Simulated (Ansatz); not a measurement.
## Formation energy of WSb2 in the CdI2-type structure

Level of theory: DFT, PBE, scalar-relativistic, no spin polarisation; plane waves to 420 eV with PAW datasets (Ansatz 0.2.0), Γ-centred 12×12×6 mesh, 0.05 eV Gaussian smearing; PAW files: Ansatz's generated set soft_2.

The start was a prototype's sites filled with these elements, not a measured cell.

Symmetry: P-3m1, No. 164, trigonal system. Conventional cell: a = 3.465 Å, b = 3.465 Å, c = 6.717 Å, α = 90.00°, β = 90.00°, γ = 120.00°. W (site symmetry -3m) has 6 Sb at 2.77 Å as nearest neighbours. Sb (site symmetry 3m) has 3 W at 2.77 Å as nearest neighbours. (Shells end 15 % past the nearest neighbour.)

The elements were computed in their standard states with the same datasets, cutoff and functional. Absolute energies hang on the potentials; compare differences alone.

Energy of the relaxed cell (3 atoms, smearing extrapolated to zero): -23352.659 eV. Elements, in eV/atom: W -10384.818, Sb -6484.489.

Question: What is the formation energy?

Answer: [-23352.659 − (1 × -10384.818 + 2 × -6484.489)] / 3 = 0.38 eV/atom, or 37 kJ per mole of atoms.

The value is for 0 K, without zero-point energy. A positive value means that this structure is unstable even against the elements at this level.

Spin–orbit coupling, which matters for such heavy elements, is left out.
